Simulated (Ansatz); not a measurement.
Consider the following.

BaNbNO₂:
```yaml
crystal:
  lattice:
    - [4.08552, 0.00000, 0.00000]
    - [0.00000, 4.08552, 0.00000]
    - [0.00000, 0.00000, 4.08814]
  atoms:
    - { symbol: Ba, position: [0.00000, 0.00000, 0.00000] }
    - { symbol: Nb, position: [0.50000, 0.50000, 0.50000] }
    - { symbol: N, position: [0.50000, 0.50000, 0.00000] }
    - { symbol: O, position: [0.00000, 0.50000, 0.50000] }
    - { symbol: O, position: [0.50000, 0.00000, 0.50000] }
```

This is the PBEsol-relaxed structure. x, y and z are the axes in which the lattice vectors are written.

Task: All from plane-wave PAW PBEsol (Ansatz code), unless another level is named. Estimate the Debye temperature from the elastic constants.

Result: 585 K.

Task: Predict the elastic constants (relaxed ions, GPa).

Result: C11 = 356, C12 = 105, C13 = 98.6, C33 = 403, C44 = 112, C66 = 112.

Space group P4/mmm. The workflow started from a Materials Project entry (that database holds measured and hypothetical structures alike); the Crystallography Open Database copy checked does not list it. With N and O taken as one species the cell has the higher symmetry Pm-3m, so it may be an ordered model of a mixed-site phase. Whether it is the stable phase at ambient conditions was not checked. The cell was relaxed with PBEsol under the symmetry of its start. At this level the phase is dynamically unstable (imaginary phonons). No spin polarisation was allowed. As this level gives no gap, shear constants depend on the k-mesh and smearing (Fermi–Dirac, 0.1 eV here). Scalar-relativistic: spin–orbit coupling is off unless named, which matters more the heavier the elements.

Potentials: the later of the program's two PAW sets.
